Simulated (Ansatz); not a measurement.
**PdTe: pressure against volume**

PdTe, P6_3/mmc, a = 4.182 Å, c = 5.739 Å. The structure is a COD entry; whether it is the stable form wasn't checked. Ansatz: r2SCAN, PAW, 500 eV, Γ-centred 12×12×8 mesh on 4 atoms, Gaussian smearing 0.10 eV; no spin polarisation. Shape and atoms are relaxed at each volume; pressure is positive in compression.

```
V (Å³/atom) P (GPa)
     20.429     7.61
     21.081     3.46
     21.733     0.01
     22.385    -2.85
     23.037        ?
```

Task: Take V0 = 21.733 Å³/atom, count pressures from its P0 = 0.01 GPa, fit the third-order Birch–Murnaghan form to the other rows, and predict the missing pressure.

Result: With the Eulerian strain f = ½[(V0/V)^(2/3) − 1] and y = (P − P0)/[3f(1 + 2f)^(5/2)], the form is the line y = B0 + 1.5 B0 (B0′ − 4) f. Rows (f, y): 0.02106, 108.5; 0.01026, 106.5; -0.00976, 102.6. Means f = 0.007187, y = 105.87; Σ(Δf)² = 0.0004891, ΣΔfΔy = 0.09384; the slope is their ratio. y = 104.5 + 191.9 f GPa, so B0 = 104.5 GPa and B0′ = 4 + 2 × (191.9)/(3 × 104.5) = 5.22. At V = 23.037, f = -0.01905, y = 100.84 and P = -5.22 GPa. The run gave -5.24 GPa, so the fit is 0.02 GPa too high, a small miss on the scale of the series. The form still works here, 33 % of the fitted range beyond its end.

Cost: 5 runs of about 10 core-minutes in all, on Arm Neoverse V2 (shared hosts).